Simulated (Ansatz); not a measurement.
SnTe:
```
SnTe
1.0
    0.00000     3.18708     3.18708
    3.18708     0.00000     3.18708
    3.18708     3.18708     0.00000
Sn Te
1 1
Direct
  0.00000   0.00000   0.00000
  0.50000   0.50000   0.50000
```

Relaxed with r²SCAN. Special points in fractions of this cell's reciprocal vectors: Γ (0.000, 0.000, 0.000); X (0.500, 0.000, 0.500); U (0.625, 0.250, 0.625); K (0.375, 0.375, 0.750); L (0.500, 0.500, 0.500); W (0.500, 0.250, 0.750).

Question: List the band energies nearest the valence-band maximum at these points for plane-wave PAW r²SCAN (Ansatz code).

Answer: In eV from the valence-band maximum; about four levels below and three above (degenerate sets whole), none deeper than 8.9 eV; points with the same levels are listed once.

```json
[
 {"k": "Γ", "below": "-4.88 -2.39 -2.39 -2.39", "above": "3.36 3.36 3.36"},
 {"k": "X", "below": "-6.73 -5.73 -3.95 -3.95", "above": "2.46 4.94 4.94"},
 {"k": "U", "below": "-7.70 -5.34 -3.45 -2.86", "above": "2.98 3.17 4.42"},
 {"k": "L", "below": "-8.61 -2.03 -2.03 0.00", "above": "0.14 0.34 0.34"},
 {"k": "W", "below": "-7.65 -4.99 -4.99 -1.03", "above": "0.84 4.82 4.82"}
]
```

Space group Fm-3m (rock salt). The cell was relaxed with r²SCAN under the symmetry of its start. The volume moved by -29 % from the start of the relaxation. Spin–orbit coupling is left out wherever it is not named.

Potentials: the later of the program's two PAW sets.
